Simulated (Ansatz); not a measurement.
## What a strained BN layer does to its nuclei

Cell: an entry of the Crystallography Open Database (COD), whose atoms a relaxation with PBE at fixed cell left in place.

```yaml
crystal:
  lattice:
    - [2.54000, 0.00000, 0.00000]
    - [-1.27000, 2.19970, 0.00000]
    - [0.00000, 0.00000, 6.59800]
  atoms:
    - { symbol: B, position: [0.33333, 0.66667, 0.25000] }
    - { symbol: B, position: [0.66667, 0.33333, 0.75000] }
    - { symbol: N, position: [0.33333, 0.66667, 0.75000] }
    - { symbol: N, position: [0.66667, 0.33333, 0.25000] }
```

Atoms are numbered from 1 in the order listed; like atoms form one site, named after its first atom.

All values are calculated (Ansatz; DFT, PBE, plane waves and PAW, scalar-relativistic, 420 eV cutoff, Γ-centred 13×13×5 k-points, Fermi–Dirac smearing 0.02 eV), not measured.

The cell is stretched along z (the third Cartesian axis of the run's cell), x and y held, and the ions relax again each time.

1 of the 2 sets of like atoms is followed.

```
strain along z (%)  N: V along z (10²¹ V/m²)
                -3                     -0.83
                -2                         ?
                -1                     -0.79
                 0                     -0.78
                +1                     -0.76
                +2                     -0.75
                +3                     -0.74
```

Problem. Estimate the row at -2 % from the others.

Solution. N: -0.81. Worked for N: a straight line through the other 6 rows has a slope of 0.016 × 10²¹ V/m² per per cent of strain and gives -0.81 at -2 %, against -0.81 from the run; the response is too small for these digits to tell its shape.

At this cell the PBE pressure is -6 GPa (principal stresses up to 11 GPa in size), so it isn't the equilibrium cell of PBE. The entry's cell may itself be off.
